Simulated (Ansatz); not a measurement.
Ga2O3, first-principles data

Ga₂O₃:
```yaml
crystal:
  lattice:
    - [2.99115, 0.00000, 0.00000]
    - [-1.49557, 2.59041, 0.00000]
    - [0.00000, 0.00000, 6.84263]
  atoms:
    - { symbol: Ga, position: [0.33333, 0.66667, 0.20402] }
    - { symbol: Ga, position: [0.66667, 0.33333, 0.79598] }
    - { symbol: O, position: [0.00000, 0.00000, 0.00000] }
    - { symbol: O, position: [0.33333, 0.66667, 0.69148] }
    - { symbol: O, position: [0.66667, 0.33333, 0.30852] }
```

Space group P-3m1 (No. 164), La2O3 or Ni2Al3 type; conventional cell a = b = 2.9911 Å, c = 6.8426 Å, α = β = 90.00°, γ = 120.00°.

Method: plane-wave PAW r²SCAN (Ansatz code). The cell and atoms are relaxed at this level. Other levels are named where they apply.

Cell and energy:

Volume per atom: 10.60 Å³
Density: 5.87 g/cm³
Formation energy from the elements (no fitted shifts): -1.88 eV/atom

Electronic structure:

Band gap: 3.12 eV (direct)
Valence-band maximum: at Γ
Conduction-band minimum: at Γ
Electron effective mass: 0.27, 0.27, 0.35 mₑ (principal values)
Electron effective mass with spin–orbit coupling: 0.27, 0.27, 0.35 mₑ (principal values)
Hole effective mass: 0.33, 12, 12 mₑ (principal values)
Hole effective mass with spin–orbit coupling: 0.33, 12, 12 mₑ (principal values)
HSE06 gap on the r²SCAN cell: 4.18 eV
Gap with spin–orbit coupling: 3.12 eV

Mechanics:

- Elastic constants (relaxed ions, GPa) = C11 = 277, C12 = 238, C13 = 27.5, C14 = 29.5, C33 = 44.8, C44 = 24.8
- Mechanical stability = unstable (C has a negative eigenvalue)

Charges:

Bader charges: Ga +1.97, O -1.39 to -1.28 e

The cell is a constructed one: a structure type filled with these elements; neither database checked (COD, Materials Project) lists it. It is not the phase usual at ambient conditions (space group No. 12, 167). Symmetry was held in the r²SCAN relaxation. The references are the lowest solids computed at this level, not always the standard phases (solids in place of the gases). Scalar-relativistic: spin–orbit coupling is off unless named, which matters more the heavier the elements.

Potentials: the later of the program's two PAW sets.
